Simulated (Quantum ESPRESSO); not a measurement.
# Planted mistakes on one cell of Ga3SiCN3

These are calculations, not measurements. They come from pw.x of Quantum ESPRESSO 7.5, a plane-wave density functional program, with PseudoDojo standard norm-conserving files (v0.5 for PBE, v0.4.1 for LDA and PBEsol). The cells are made up: elements, strain and atom displacements were drawn at random, and nothing was relaxed. There is no spin polarisation, spin-orbit coupling or dispersion term.

The cell has 8 sites of a wurtzite lattice (rectangular cell). Sites 1 to 4 hold Ga Ga Si Ga; sites 5 to 8 hold C N N N. Cell vectors in Å: (3.300, 0.003, 0.005); (0.005, 5.720, -0.014); (0.009, -0.013, 5.422). Settings: PBE, cutoff 1143 eV, 5 x 4 x 4 k mesh shifted by half a step, Fermi-Dirac smearing of 0.025 eV.

The intended run has a self-consistency threshold of 1e-07 eV, a smearing term of 0.000 eV, a pressure of -16.09 GPa and 13 iterations. Each further run changes one thing: all lengths scaled by 0.9842; atoms of sites 1 and 5 exchanged; k mesh 2 x 2 x 2; one electron added; smearing 0.71 eV; threshold 0.4 eV. A coarse mesh keeps the shift, and a charged cell sits in a uniform background.

| run | change of free energy (eV) | smearing term -TS (eV) | change of P (GPa) | largest change of a force component (eV/Å) | iterations |
| --- | --- | --- | --- | --- | --- |
| A | 0.035 | 0.000 | 1.26 | 0.156 | 4 |
| B | -0.398 | 0.000 | 5.72 | 0.209 | 13 |
| C | 9.898 | -0.005 | 21.29 | 7.768 | 13 |
| D | -0.869 | 0.000 | -0.64 | 0.191 | 13 |
| E | -0.328 | -1.405 | 2.02 | 0.156 | 12 |
| F | 11.754 | -0.006 | 28.06 | 0.360 | 12 |

A rerun of the intended cell at 1437 eV and k mesh 7 x 6 x 6 moved values by no more than 0.011 eV in the cell's energy, 0.07 GPa in stress and 0.010 eV/Å in force.

Question: which change belongs to which run?

## Worked reading

Run A has the fewest iterations, as a run stopped early does. Run E has the largest smearing term, as wide smearing gives. Run B changes the volume by a factor of 0.9533; minus its pressure change over the logarithm of that factor, 120 GPa, is a rough bulk modulus with clamped atoms. Energies from files of another functional, or of a charged cell, have another zero and say nothing on stability; the pressure of a charged cell rests on the program's zero of potential too.

## Key

| run | change |
| --- | --- |
| A | threshold 0.4 eV |
| B | all lengths scaled by 0.9842 |
| C | atoms of sites 1 and 5 exchanged |
| D | k mesh 2 x 2 x 2 |
| E | smearing 0.71 eV |
| F | one electron added |